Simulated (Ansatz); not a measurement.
Data sheet: Cu$_{3}$Si (DFT)

Cu3Si in space group I4/mmm (No. 139; Si on 2a, Cu on 4d, Cu on 2b), a = b = 3.5843 Å, c = 7.1614 Å, α = β = γ = 90.00°; the cell used has 4 atoms.

Space group I4/mmm (No. 139); conventional cell a = b = 3.584 Å, c = 7.161 Å, α = β = γ = 90.00°.

Method: the program Ansatz at the PBEsol level (PAW). Geometry: relaxed at this level of theory. Other levels are named where they apply.

### Cell and energy

```json
{
  "volume_per_atom": "11.50 Å³",
  "density": "7.90 g/cm³",
  "Formation energy from the elements (no fitted shifts)": "-97 meV/atom"
}
```

### Electronic structure

```json
{
 "electronic_character": "metallic (no gap)",
 "Density of states at the Fermi level": "0.24 states/eV per atom (mean over ±0.08 eV)"
}
```

### Mechanics

```json
{
  "Bulk modulus (Birch–Murnaghan fit)": "166 GPa",
  "Pressure derivative B′": "5.0"
}
```

### Phonons

```json
{
 "highest_zone_centre_frequency": "33.9 meV",
 "zone_centre_stability": "no imaginary mode at Γ"
}
```

The first step of the workflow began from a Materials Project structure, measured or hypothetical; the Crystallography Open Database copy checked does not list it. Whether it is the stable phase at ambient conditions was not checked. Symmetry was held in the PBEsol relaxation. No spin polarisation was allowed. As this level gives no gap, phonon frequencies hold no LO–TO term and depend on the k-mesh and smearing (Fermi–Dirac, 0.1 eV here). The references are the lowest solids computed at this level, not always the standard phases.

Potentials: the later of the program's two PAW sets.
